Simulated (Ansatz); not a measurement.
Does relaxation matter for the field gradients of HfO2 with fluorine replacing O?

Start: a supercell of HfO2 (fluorite type, Fm-3m) built from an entry of the Crystallography Open Database (COD), with all atoms left at the host's positions.

```cif
data_Hf8O15F
_symmetry_space_group_name_H-M 'F-43m'
_symmetry_Int_Tables_number 216
_cell_length_a 10.2300
_cell_length_b 10.2300
_cell_length_c 10.2300
_cell_angle_alpha 90.000
_cell_angle_beta 90.000
_cell_angle_gamma 90.000
loop_
_atom_site_label
_atom_site_type_symbol
_atom_site_symmetry_multiplicity
_atom_site_Wyckoff_symbol
_atom_site_fract_x
_atom_site_fract_y
_atom_site_fract_z
Hf1 Hf 16 e 0.3750 0.1250 0.3750
Hf4 Hf 16 e 0.8750 0.8750 0.6250
F F 4 a 0.5000 0.0000 0.5000
O10 O 24 g 0.7500 0.0000 0.7500
O16 O 4 b 0.0000 0.5000 0.0000
O17 O 4 d 0.7500 0.7500 0.7500
O18 O 24 f 0.0000 0.7500 0.0000
O24 O 4 c 0.2500 0.2500 0.2500
```

One atom of each set is listed; the run and its k-mesh use a cell of 24 atoms with edges of 7.23, 7.23, 7.23 Å.

Method: Kohn–Sham DFT in Ansatz, PBE, plane waves and PAW, scalar-relativistic, collinear spin, 420 eV cutoff, Γ-centred 3×3×3 k-points, Fermi–Dirac smearing 0.01 eV. Start moments as typed (μB): 1 on each F, none on the rest.

The largest force at the start is 2.8 eV/Å. Relaxing the ions at fixed cell moves them by 0.079 Å at most (atom 1, Hf) and 0.048 Å rms. End positions:

Hf1 (0.3705, 0.1295, 0.3705)
Hf4 (0.8749, 0.8749, 0.6251)
F (0.5000, 0.0000, 0.5000)
O10 (0.7500, 0.0011, 0.7500)
O16 (0.0000, 0.5000, 0.0000)
O17 (0.7500, 0.7500, 0.7500)
O18 (0.0000, 0.7568, 0.0000)
O24 (0.2500, 0.2500, 0.2500)

| site | moved (Å) | first shell before | first shell after | V_zz before (10²¹ V/m²) | η before |
| --- | --- | --- | --- | --- | --- |
| Hf1 | 0.079 | 7 O at 2.21 Å, 1 F at 2.21 Å | 7 O at 2.14–2.21 Å, 1 F at 2.29 Å | 16.46 | 0.00 |
| Hf4 | 0.002 | 8 O at 2.21 Å | 8 O at 2.21–2.26 Å | -0.65 | 0.00 |
| F | 0.000 | 4 Hf at 2.21 Å | 4 Hf at 2.29 Å | 0.00 | – |
| O10 | 0.011 | 4 Hf at 2.21 Å | 4 Hf at 2.18–2.22 Å | 0.11 | 0.11 |
| O18 | 0.069 | 4 Hf at 2.21 Å | 4 Hf at 2.21–2.26 Å | 1.21 | 0.16 |

(1) What are V_zz and η after the relaxation?

## Answers

(1) 

```csv
site,V_zz after,η after,change of V_zz
Hf1,14.26,0.00,-2.20
Hf4,-1.91,0.00,-1.26
F,0.00,–,0.00
O10,-0.86,0.04,-0.97
O18,0.68,0.01,-0.53
```

The largest change of V_zz is on Hf1, from 16.46 to 14.26. In per cent, |V_zz| changes by -13 on Hf (all sites that start above 2). V_zz changes sign on O10 (same axis). Other sites without a gradient aren't listed.

The defect repeats with the cell of 24 atoms, so it feels its images: sites between two images don't show the values beside a lone defect, and zeros or small values of η there can come from the images' arrangement. This high-symmetry form of HfO2 is unstable when cold, to shifts of the oxygen columns, towards the tetragonal form. The symmetry of the cell holds that distortion back, wholly or in part, and it would change the field gradients, the more the larger the distortion. The defect cell has no gap above 0.1 eV on its mesh, so the values can hang on the smearing and the k-mesh. Without spin–orbit coupling the gradients at and beside Hf can be off by some per cent, at some sites by more. The run lost most of its start moments on F; a state with other moments may lie lower.
Before: The neighbours have not yet relaxed around the defect (largest force 2.8 eV/Å), so a real crystal will differ.
After: The relaxation keeps the site symmetry -43m of the start, so the impurity can't leave its site; a distortion that would localise the partly filled state isn't explored.
